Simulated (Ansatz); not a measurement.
All numbers below come from Ansatz, DFT PBE, scalar-relativistic, plane waves, PAW. All cells share a 420 eV cutoff and Γ-centred k meshes spaced about 0.3 Å⁻¹ or finer (0.25 for metals, 2π included). No spin polarisation.

Temperature and zero-point effects are left out.

Two relaxed structures of SnO3:

A.

```
CELL_PARAMETERS angstrom
6.18219 0.00000 0.00000
0.00000 5.32307 2.19225
0.00000 -5.32307 2.19225
ATOMIC_POSITIONS crystal
Sn 0.25000 0.49285 0.70093
Sn 0.75000 0.70093 0.49285
O 0.25000 0.93314 0.17775
O 0.75000 0.17775 0.93314
O 0.00000 0.52149 0.52149
O 0.50000 0.52149 0.52149
O 0.25000 0.02118 0.49358
O 0.75000 0.49358 0.02118
```

B.

```
CELL_PARAMETERS angstrom
4.25427 0.00000 0.00000
0.00000 3.16597 0.00000
-0.92724 0.00000 7.76911
ATOMIC_POSITIONS crystal
Sn 0.28283 0.25000 0.64983
Sn 0.71717 0.75000 0.35017
O 0.50538 0.75000 0.80886
O 0.12912 0.75000 0.80815
O 0.24225 0.75000 0.46357
O 0.49462 0.25000 0.19114
O 0.87088 0.25000 0.19185
O 0.75775 0.25000 0.53643
```

Task: Which is lower in energy, and by how much?

Result: B is lower, by 137 meV/atom. A has space group Ama2 (No. 40), 18.0 Å³/atom and a gap of 1.12 eV on its mesh; B has space group P2_1/m (No. 11), 13.1 Å³/atom and a gap of 0.98 eV. Counting O atoms around Sn (those within 1.25 times the shortest such distance or 1.15 times the sum of covalent radii, 1.27 where that leaves under three; a plus sign parts nearer from farther groups), A has Sn 4+1 and B has Sn 8. A and B both hold O–O pairs. In A, Sn has 4 O at 1.93–2.05 Å and 1 O at 2.38 Å; O on a site of symmetry m has 1 O at 1.50 Å, 1 Sn at 2.02 Å and 1 Sn at 2.38 Å; O on a site of symmetry 2 has 2 Sn at 1.93 Å; 1 more site not described. In B, around Sn lie 6 O at 2.14–2.16 Å and 2 O at 2.30 Å; O on its first site is surrounded by 1 O at 1.60 Å and 2 Sn at 2.16 Å; O on its second site is surrounded by 1 O at 1.60 Å and 2 Sn at 2.16 Å; 1 more site not described. Both come from trial cells of a structure search, whose lowest cell (P-1, 14.1 Å³/atom) lies 44 meV/atom below the lower of the two.

No dispersion correction is applied, so the spacing and binding between layers, chains or molecules are poorly described (Ama2, P2_1/m), and this can change margins and order among such cells. Kohn–Sham gaps at this level usually fall short of measured ones. With atoms moved at random, B (by 44 meV/atom) fell into a lower structure. A had no clear such test and can be a saddle point. Some structure types and database cells were kept out of the candidates from the start, so a known form may be missing.
